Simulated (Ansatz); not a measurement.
Input file for Ansatz (a quantum-chemistry and plane-wave program):

Ansatz 0.2 input:
```yaml
crystal:
  lattice:
    - [0.0, 3.0554415043, 3.0554415043]
    - [3.0554415043, 0.0, 3.0554415043]
    - [3.0554415043, 3.0554415043, 0.0]
  atoms:
    - { symbol: Sb, position: [0.75, 0.75, 0.75] }
    - { symbol: Ga, position: [0.0, 0.0, 0.0] }
kpoints:
  mp_grid: { grid: [9, 9, 9] }
  band_path:
    path:
      - [[0.0, 0.0, 0.0], [0.5, 0.0, 0.5], [0.625, 0.25, 0.625]]  # Γ-X-U
      - [[0.375, 0.375, 0.75], [0.0, 0.0, 0.0], [0.5, 0.5, 0.5], [0.5, 0.25, 0.75], [0.5, 0.0, 0.5]]  # K-Γ-L-W-X
    npoints: 12
basis: { xc_grid: 2 }
hamiltonian:
  xc: pbesol
  pseudopotentials: { kind: paw }
magnetization: { noncollinear: true, spin_orbit: true }
scf:
  n_extra_bands: 12
  convergence: { dr2_threshold: 0.0000000001 }
  occupations: { method: gaussian, width: 0.05 }
output: { eigenvalues: true }
```

Output (shortened):

```
Pseudopotential: Sb, paw_fr, valence charge 15
Pseudopotential: Ga, paw_fr, valence charge 13
Functional definition: PBEsol
non-collinear run that drives no moment, with spin-orbit …
Crystal: 2 atoms, lattice volume = 57.050 Å³
Basis set: ecut = 420 eV, 1139 PW (Γ), exchange–correlation on 60×60×60 points (8 copies of the dense FFT grid, shifted against one another)
Bands: 40, of which v1, the nominal top of the filled ones, is band 28 counted from 1 (27 counted from 0)
Symmetry: 24 space group operations + 24 with time reversal
k-points: 35 of 729 (time reversal used)
Projection manifold: j_resolved (fully-relativistic pseudo-atomic orbitals)
SCF iter   1: F=—  HF=-10154.057684 eV  |F-HF|=—  |Δ(HF+E_count)|=         —  Δρ=2.82e-2  dr2=3.73e-1  dr2_m=0.00e0 (ungated)  ethr=3.10e-3  |M|=0.00e0 ∫|m|=0.00e0 μB  |m|>n=0.0e0 m-floor=0.0e0 τ_xc=0.0e0  β_m=0.30  ⟨swp⟩=8.1  Hψ=7577  notcnv=0  defer=42
preconditioner: auto → Kerker (q_TF=auto, 2.423 Å⁻¹)
spin=Noncollinear: Kerker preconditioning applied to the charge; magnetization (m_x, m_y, m_z) channels mix plain (no charge-response kernel on spin).
SCF iter   2: F=—  HF=-10154.020933 eV  |F-HF|=—  |Δ(HF+E_count)|=   3.68e-2  Δρ=2.18e-2  dr2=2.45e-1  dr2_m=0.00e0 (ungated)  ethr=1.33e-3  |M|=0.00e0 ∫|m|=0.00e0 μB  |m|>n=0.0e0 m-floor=0.0e0 τ_xc=0.0e0  β_m=0.65  ⟨swp⟩=1.1  Hψ=1682  notcnv=0  defer=104
SCF iter   3: F=—  HF=-10153.965821 eV  |F-HF|=—  |Δ(HF+E_count)|=   5.51e-2  Δρ=3.73e-3  dr2=1.56e-2  dr2_m=0.00e0 (ungated)  ethr=8.74e-4  |M|=0.00e0 ∫|m|=0.00e0 μB  |m|>n=0.0e0 m-floor=0.0e0 τ_xc=0.0e0  β_m=0.79  ⟨swp⟩=3.0  Hψ=2416  notcnv=0  defer=131
SCF iter   4: F=—  HF=-10153.966165 eV  |F-HF|=—  |Δ(HF+E_count)|=   3.44e-4  Δρ=2.90e-3  dr2=4.63e-3  dr2_m=0.00e0 (ungated)  ethr=5.59e-5  |M|=0.00e0 ∫|m|=0.00e0 μB  |m|>n=0.0e0 m-floor=0.0e0 τ_xc=0.0e0  β_m=0.66  ⟨swp⟩=2.0  Hψ=2066  notcnv=0  defer=192
SCF iter   5: F=—  HF=-10153.964040 eV  |F-HF|=—  |Δ(HF+E_count)|=   2.12e-3  Δρ=1.21e-3  dr2=1.47e-3  dr2_m=0.00e0 (ungated)  ethr=1.65e-5  |M|=0.00e0 ∫|m|=0.00e0 μB  |m|>n=0.0e0 m-floor=0.0e0 τ_xc=0.0e0  β_m=0.83  ⟨swp⟩=2.0  Hψ=1767  notcnv=0  defer=192
SCF iter   6: F=—  HF=-10153.964678 eV  |F-HF|=—  |Δ(HF+E_count)|=   6.37e-4  Δρ=4.46e-4  dr2=1.28e-4  dr2_m=0.00e0 (ungated)  ethr=5.25e-6  |M|=0.00e0 ∫|m|=0.00e0 μB  |m|>n=0.0e0 m-floor=0.0e0 τ_xc=0.0e0  β_m=0.82  ⟨swp⟩=2.0  Hψ=1490  notcnv=0  defer=192
SCF iter   7: F=—  HF=-10153.964749 eV  |F-HF|=—  |Δ(HF+E_count)|=   7.09e-5  Δρ=9.91e-5  dr2=3.51e-6  dr2_m=0.00e0 (ungated)  ethr=4.59e-7  |M|=0.00e0 ∫|m|=0.00e0 μB  |m|>n=0.0e0 m-floor=0.0e0 τ_xc=0.0e0  β_m=0.91  ⟨swp⟩=2.0  Hψ=2190  notcnv=0  defer=192
SCF iter   8: F=—  HF=-10153.964762 eV  |F-HF|=—  |Δ(HF+E_count)|=   1.31e-5  Δρ=2.13e-5  dr2=2.10e-7  dr2_m=0.00e0 (ungated)  ethr=1.25e-8  |M|=0.00e0 ∫|m|=0.00e0 μB  |m|>n=0.0e0 m-floor=0.0e0 τ_xc=0.0e0  β_m=0.95  ⟨swp⟩=2.0  Hψ=1490  notcnv=0  defer=192
SCF iter  12: F=-10153.964762 eV  HF=-10153.964762 eV  |F-HF|=2.36e-11  |Δ(HF+E_count)|=  2.91e-10  Δρ=1.71e-7  dr2=1.79e-11  dr2_m=0.00e0 (ungated)  ethr=1.00e-12  |M|=0.00e0 ∫|m|=0.00e0 μB  |m|>n=0.0e0 m-floor=0.0e0 τ_xc=0.0e0  ⟨swp⟩=9.4  Hψ=5009  notcnv=0
SCF 1 converged in 12 iterations: F = -10153.964762 eV  dr2 = 1.79e-11
NSCF: frozen V_eff on 74 k-points
SCF converged after 12 iterations
Magnetization: |M| = 0.0000 μB,  M = (+0.0000, +0.0000, +0.0000) μB
Absolute magnetization: 0.0000 μB (∫|m|)
  site 0: m = (+0.0000, +0.0000, +0.0000) μB, |m| = 0.0000 μB  (R = 1.09 Å)
  site 1: m = (+0.0000, +0.0000, +0.0000) μB, |m| = 0.0000 μB  (R = 1.09 Å)
Free energy (F): -10153.964762 eV
Harris-Foulkes:  -10153.964762 eV  (|F-HF|=2.36e-11)
Internal energy: -10153.964684 eV  (E = F + TS)
E sigma→0 (E₀):  -10153.964723 eV
Entropy (-TS):   -0.000077 eV (-0.039 meV/atom)
Fermi energy:    7.837992 eV
--- Per-component energies (eV) ---
  E_band       = -263.176870
  E_kinetic    = 323.792062
  E_local      = -3912.339389  (includes V_loc(G=0)·N_el)
  E_nonlocal   = 790.727953
  E_hartree    = 1797.953747
  E_xc         = -206.007458
  E_vxc        = -154.638824  (∫ρ·V_xc dr)
  E_paw        = -6452.469033  (= ΣΔE_a)
  E_vpaw       = -906.625896  (= ΣTr[D̂ρ^β])
  E_aug_tail   = -0.000104  (compensation charges beyond the density's cutoff)
  E_ewald      = -2496.823661
  E_core_change = 1.201199  (= ΣΔE_core)
  E_smearing   = -0.000077  (= −TS)
  E_closure    = 0.000000  (closes the sum)
  Σ components = -10153.964762   (vs F -10153.964762, Δ=0.00e0)
  [band-id]    e_kinetic+e_local+e_nonlocal+2·e_hartree+e_vxc+e_vpaw+e_augmentation_tail = -263.176704   (vs E_band -263.176870, Δ=1.66e-4)
--- Band table (eV; the first three rows and the last of 35) ---
  k-point 0: bands = ["-21.7988", "-21.7988", "-21.7988", "-21.7988", "-20.5666", "-20.5666", "-20.5533", "-20.5533", "-20.5533", "-20.5533", "-7.6521", "-7.6521", "-7.6521", "-7.6521", "-7.2157", "-7.2157", "-7.1815", "-7.1815", "-7.1815", "-7.1815", …
  k-point 1: bands = ["-21.7987", "-21.7987", "-21.7985", "-21.7985", "-20.5663", "-20.5663", "-20.5534", "-20.5534", "-20.5530", "-20.5529", "-7.6534", "-7.6527", "-7.6527", "-7.6501", "-7.2157", "-7.2157", "-7.1830", "-7.1830", "-7.1821", "-7.1787", …
  k-point 2: bands = ["-21.7986", "-21.7985", "-21.7979", "-21.7979", "-20.5655", "-20.5655", "-20.5535", "-20.5535", "-20.5520", "-20.5519", "-7.6543", "-7.6543", "-7.6537", "-7.6486", "-7.2157", "-7.2157", "-7.1869", "-7.1869", "-7.1803", "-7.1751", …
  k-point 34: bands = ["-21.7977", "-21.7970", "-21.7966", "-21.7964", "-20.5640", "-20.5628", "-20.5521", "-20.5516", "-20.5513", "-20.5509", "-7.6773", "-7.6590", "-7.6418", "-7.6363", "-7.2407", "-7.1984", "-7.1911", "-7.1850", "-7.1751", "-7.1716", …
```

Cost: roughly 30 core-seconds on shared cores.

Space group F-43m (zinc blende). Symmetry was held in the PBEsol relaxation.

Potentials: the later of the program's two PAW sets.

Ansatz is a plane-wave DFT program.
